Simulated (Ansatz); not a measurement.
# Elastic constants of CdTe₂: input and output

These are results of Ansatz 0.2.0, DFT PBE, scalar-relativistic, plane waves, PAW, not measurements.

Launched with:
```bash
ansatz run input.yaml --threads 2 --pin off --max-ram 6144MiB --backend cpu --events-out ev --progress --plain --runs-dir out
```

Input (bare energies are in eV):
```yaml
crystal:
  lattice:
    - [-3.3411564446, 3.3411564446, 3.9971802941]
    - [3.3411564446, -3.3411564446, 3.9971802941]
    - [3.3411564446, 3.3411564446, -3.9971802941]
  atoms:
    - { symbol: Cd, position: [0.75, 0.75, 0.0] }
    - { symbol: Cd, position: [0.25, 0.25, 0.0] }
    - { symbol: Te, position: [0.3511723004, 0.8511723004, 0.2023446009] }
    - { symbol: Te, position: [0.8511723004, 0.6488276996, 0.5] }
    - { symbol: Te, position: [0.6488276996, 0.1488276996, 0.7976553991] }
    - { symbol: Te, position: [0.1488276996, 0.3511723004, 0.5] }
basis:
  ecutwfc: 420
kpoints:
  mp_grid: { grid: [8, 8, 8] }
hamiltonian:
  xc: pbe
scf:
  occupations: { method: fermi_dirac, width: 0.15 }
output:
  forces: true
  stress: true
  eigenvalues: true
elastic:
  mode: relaxed_ion
  amplitude: 0.005
  stencil: two_point
```

From the output:
```
--- Elastic constants: 4 strain directions × 2 members + reference (group order 16) ---
  dense FFT box of the reference and of every strained cell: 45×45×45
  strains applied: 11, 33, 23, 12; error gains: componentwise 1.00 (the most a stress slope's error grows in a printed constant), spectral 1.41 (1 for all six strains in a standard setting)
  reference relaxed by the batch: 3 steps; max|allowed force component| 3.66e-4 eV/Å at the deck's positions, 3.26e-8 at the last accepted step, 4.80e-8 by the solve of record
  largest displacement 5.4e-5 Å; the constants are those of the deck's cell at these positions:
  atoms:
    - { symbol: Cd, position: [0.7500000000000001, 0.7500000000000001, 3.3801986878853896e-22] }
    - { symbol: Cd, position: [0.25, 0.25, 3.3801986878854803e-22] }
    - { symbol: Te, position: [0.35117800157555645, 0.8511780015755566, 0.2023560031511131] }
    - { symbol: Te, position: [0.8511780015755568, 0.6488219984244435, 0.5] }
    - { symbol: Te, position: [0.6488219984244435, 0.14882199842444352, 0.7976439968488871] }
    - { symbol: Te, position: [0.14882199842444352, 0.35117800157555656, 0.5] }
  C = ∂σ_k/∂η_j (tension-positive GPa; Voigt order 11 22 33 23 13 12):
        44.217     71.121     19.682     -0.000      0.000      0.000
        71.121     44.217     19.682     -0.000      0.000      0.000
        19.677     19.677     58.158      0.000      0.000      0.000
         0.000      0.000      0.000      8.851      0.000      0.000
         0.000      0.000      0.000      0.000      8.851      0.000
         0.000      0.000     -0.000      0.000      0.000     42.057
  reference stress σ⁰ (GPa):     -0.007     -0.007      0.005     -0.000     -0.000      0.000
  C* (energy form; C + prestress term) asymmetry max|C*_kj − C*_jk| = 6.572e-3 GPa — a small one proves nothing (zero by symmetry where the batch's group is 432, −43m or m−3m); a large one is finite-difference/SCF noise where every solve ...
  moduli (Voigt/Reuss/Hill, GPa): K = 40.84/38.80/39.82   G = 14.36/23.07/18.72   E = 48.54   ν = 0.297
  mechanically stable: NO (min eigenvalue of sym C = -26.90 GPa)
  strain η (Voigt 11):  stress-route row diagonal C_11 = 44.22 GPa, energy-path curvature d²(F+E_count+ΔE)/dδ²/Ω₀ = 44.22 GPa
         δ    σ_11 (GPa) F (eV) n_scf n_hpsi n_pw
    -5.000e-3      -0.2372      -44429.2778475       2   50946   3495   relax 4 steps, max|allowed force component| 2.46e-6 eV/Å
     5.000e-3       0.2049      -44429.2779618       2   50335   3528   relax 3 steps, max|allowed force component| 1.15e-5 eV/Å
  strain η (Voigt 33):  stress-route row diagonal C_33 = 58.16 GPa, energy-path curvature d²(F+E_count+ΔE)/dδ²/Ω₀ = 58.16 GPa
         δ    σ_33 (GPa) F (eV) n_scf n_hpsi n_pw
    -5.000e-3      -0.2918      -44429.2777215       2   30858   3496   relax 2 steps, max|allowed force component| 3.77e-5 eV/Å
     5.000e-3       0.2898      -44429.2776925       2   30882   3542   relax 3 steps, max|allowed force component| 2.69e-7 eV/Å
  strain η (Voigt 23):  stress-route row diagonal C_44 = 8.85 GPa, energy-path curvature d²(F+E_count+ΔE)/dδ²/Ω₀ = 8.85 GPa
         δ    σ_23 (GPa) F (eV) n_scf n_hpsi n_pw
    -5.000e-3      -0.0443      -44429.2783971       2   80807   3511   relax 5 steps, max|allowed force component| 2.30e-6 eV/Å
     5.000e-3       0.0443      -44429.2783971       2   78369   3511   relax 3 steps, max|allowed force component| 3.69e-5 eV/Å
  strain η (Voigt 12):  stress-route row diagonal C_66 = 42.06 GPa, energy-path curvature d²(F+E_count+ΔE)/dδ²/Ω₀ = 42.07 GPa
         δ    σ_12 (GPa) F (eV) n_scf n_hpsi n_pw
    -5.000e-3      -0.2103      -44429.2779372       2   49960   3522   relax 3 steps, max|allowed force component| 1.58e-5 eV/Å
     5.000e-3       0.2103      -44429.2779372       2   49982   3522   relax 3 steps, max|allowed force component| 8.92e-6 eV/Å
```

Time: 31 min on 2 threads of Intel(R) Xeon(R) Processor @ 2.50GHz (Skylake/Cascade Lake), with other jobs on the host, peak memory 1.6 GiB.

The cell was built by swapping an element in a database structure (itself possibly hypothetical) and relaxing; it need not be the stable form of this composition. In a metal, frequencies and elastic constants depend on the k mesh and the smearing, soft modes and shear constants most.

As the tensor has a negative eigenvalue, the Reuss and Hill moduli of a polycrystal, and E and ν formed from them, have no physical meaning here.